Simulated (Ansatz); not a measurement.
HgTe:
```cif
data_HgTe
_chemical_formula_sum 'Te1 Hg1'
_space_group_name_H-M_alt 'P 1'
_space_group_IT_number 1
_cell_length_a 4.70274
_cell_length_b 4.70274
_cell_length_c 4.70274
_cell_angle_alpha 60.000
_cell_angle_beta 60.000
_cell_angle_gamma 60.000
loop_
_space_group_symop_operation_xyz
  'x, y, z'
loop_
_atom_site_label
_atom_site_type_symbol
_atom_site_fract_x
_atom_site_fract_y
_atom_site_fract_z
_atom_site_occupancy
Te1 Te 0.75000 0.75000 0.75000 1
Hg1 Hg 0.00000 0.00000 0.00000 1
```

Relaxed with PBE.

Question: Decompose the optical modes at the zone centre into irreducible representations, and say which are infrared and Raman allowed.

Answer: Point group -43m: Γ_opt = T2. Infrared: T2. Raman: T2.

Question: Assign frequencies (DFPT, DFT-PBE in the program Ansatz with PAW potentials).

Answer: T2 97 cm⁻¹.

Space group F-43m (zinc blende). The cell was relaxed with PBE under the symmetry of its start; phonons on a q-mesh show no instability. As this level gives no gap, phonon frequencies hold no LO–TO term and depend on the k-mesh and smearing (Fermi–Dirac, 0.1 eV here). Scalar-relativistic: spin–orbit coupling is off unless named, which matters more the heavier the elements.

Potentials: the later of the program's two PAW sets.
